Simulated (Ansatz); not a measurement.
Consider the following.

KBr:
```
CELL_PARAMETERS angstrom
      0.00000     3.30438     3.30438
      3.30438     0.00000     3.30438
      3.30438     3.30438     0.00000
ATOMIC_POSITIONS crystal
  K  0.00000 0.00000 0.00000
  Br 0.50000 0.50000 0.50000
```

This is the r²SCAN-relaxed structure.

All from r²SCAN in the plane-wave PAW code Ansatz, unless another level is named. Predict the Debye temperature from the elastic constants.

178 K.

Next, the zero-point energy?

16.9 meV/atom.

Space group Fm-3m (rock salt). The r²SCAN relaxation kept the symmetry of its start; phonons on a q-mesh show no instability.

Potentials: the later of the program's two PAW sets.
